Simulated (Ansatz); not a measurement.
## Ta$_{5}$As$_{4}$ in Ansatz, single run

Run with:

```bash
ansatz run input.yaml --threads 1 --pin off --max-ram 2560MiB --backend cpu --events-out ev --progress --plain --runs-dir out
```

input.yaml:

```yaml
crystal:
  lattice:
    - [0.0, 0.0, 3.439185]
    - [4.912441, -4.912441, 1.719593]
    - [4.912441, 4.912441, -1.719593]
  atoms:
    - { symbol: Ta, position: [0.0, 0.0, 0.0] }
    - { symbol: As, position: [0.284, 0.7678, 0.3358] }
    - { symbol: As, position: [0.0518, 0.6642, 0.7678] }
    - { symbol: As, position: [0.716, 0.2322, 0.6642] }
    - { symbol: As, position: [0.9482, 0.3358, 0.2322] }
    - { symbol: Ta, position: [0.3682, 0.9368, 0.6732] }
    - { symbol: Ta, position: [0.305, 0.3268, 0.9368] }
    - { symbol: Ta, position: [0.6318, 0.0632, 0.3268] }
    - { symbol: Ta, position: [0.695, 0.6732, 0.0632] }
  symmetry: { tolerance: 0.0003 }
kpoints:
  mp_grid: { grid: [6, 6, 6], shift: [0, 0, 0] }
magnetization:
  spin_polarized: false
scf:
  occupations: { method: fermi_dirac }
hamiltonian:
  pseudopotentials: { kind: paw }
  xc: pbesol
basis:
  ecutwfc: "450 eV"
  ecutrho_ratio: 4
output:
  forces: true
  stress: true
  eigenvalues: true
```

Origin of the cell: a database entry, scaled a little.

The smearing width isn't typed, so it takes its default of 0.1 eV.

Output (shortened):

```
Pseudopotentials: kind: paw
Pseudopotential: Ta, paw, valence charge 13, recommended cutoff 420 eV (normal), Ta.paw.azcp
Pseudopotential: As, paw, valence charge 15, recommended cutoff 420 eV (normal), As.paw.azcp
Functional definition: PBEsol
  exchange = pbesol_x
  correlation = pbesol_c
Crystal: 9 atoms, lattice volume = 165.989 Å³
Basis set: ecut = 450 eV, 3525 PW (Γ), exchange–correlation on 48×100×100 points (8 copies of the dense FFT grid, shifted against one another)
Bands: 75, of which v1, the nominal top of the filled ones, is band 63 counted from 1 (62 counted from 0)
Symmetry: 8 space group operations
Space group: I4/m (ITA 87), of the structure as read, at distance tolerance 1.6e-3 Å
k-points: 36 of 216
[… 4 lines left out …]
Initial density: superposition of atomic densities (neutral atoms: chi_scale 0, normalization atom), corrected by the library's trained network
Functional: x = pbesol(κ = 0.804, μ = 0.123457), c = pbesol(β = 0.046)
SCF iter   1: F=—  HF=-68289.650032 eV  Δρ=3.05e-3  dr2=1.21e-2
SCF iter   2: F=—  HF=-68289.650486 eV  Δρ=1.04e-3  dr2=4.24e-3
SCF iter   3: F=—  HF=-68289.648519 eV  Δρ=3.43e-4  dr2=3.59e-4
SCF iter   4: F=—  HF=-68289.648408 eV  Δρ=6.53e-5  dr2=8.69e-6
SCF iter   5: F=—  HF=-68289.648405 eV  Δρ=1.29e-5  dr2=6.15e-7
SCF iter   6: F=-68289.648405 eV  HF=-68289.648405 eV  Δρ=3.63e-6  dr2=2.15e-8
SCF 1 converged in 6 iterations: F = -68289.648405 eV  dr2 = 2.15e-8
SCF converged after 6 iterations
Free energy (F): -68289.648405 eV
Harris-Foulkes:  -68289.648405 eV  (|F-HF|=8.96e-9)
Internal energy: -68289.529966 eV  (E = F + TS)
E sigma→0 (E₀):  -68289.589186 eV
Entropy (-TS):   -0.118439 eV (-13.160 meV/atom)
Fermi energy:    15.700402 eV
--- Per-component energies (eV) ---
  E_band       = -1356.719860
  E_kinetic    = 2252.260682
  E_local      = -9698.661056  (includes V_loc(G=0)·N_el)
  E_nonlocal   = -2584.311364
  E_hartree    = 4837.533695
  E_xc         = -1404.476213
  E_vxc        = -1342.518234  (∫ρ·V_xc dr)
  E_paw        = -48538.754765  (= ΣΔE_a)
  E_vpaw       = 341.439551  (= ΣTr[D̂ρ^β])
  E_aug_tail   = 0.000488  (compensation charges beyond the density's cutoff)
  E_ewald      = -13158.055381
  E_core_change = 4.933947  (= ΣΔE_core)
  E_smearing   = -0.118439  (= −TS)
  Σ components = -68289.648405   (vs F -68289.648405, Δ=0.00e0)
--- Forces (eV/Å), atoms counted from 1 ---
  atom   1  Ta     0.000000    -0.000000     0.000000
  atom   2  As     0.042256    -0.027748     0.000000
  atom   3  As     0.027748     0.042256    -0.000000
  atom   4  As    -0.042256     0.027748    -0.000000
  atom   5  As    -0.027748    -0.042256     0.000000
  atom   6  Ta     0.141553     0.015468    -0.000000
  atom   7  Ta    -0.015468     0.141553    -0.000000
  atom   8  Ta    -0.141553    -0.015468     0.000000
  atom   9  Ta     0.015468    -0.141553     0.000000
  max |Σ_I F_I| component: 3.82e-17 eV/Å
--- Stress (GPa, compression-positive) ---
       -2.410632       0.000000      -0.000000
       -0.000000      -2.410632      -0.000000
        0.000000      -0.000000      -3.895966
  P = ⅓ Tr σ = -2.9057 GPa (-29.057 kbar)
```

Caveats: no moments, though an odd count or open d shells may carry them; no spin-orbit coupling, though heavy elements are present; the k mesh is coarse if the cell is a metal.

Time: 21 s of wall time on 1 CPU thread(s) of a shared host, from the program's own first density.
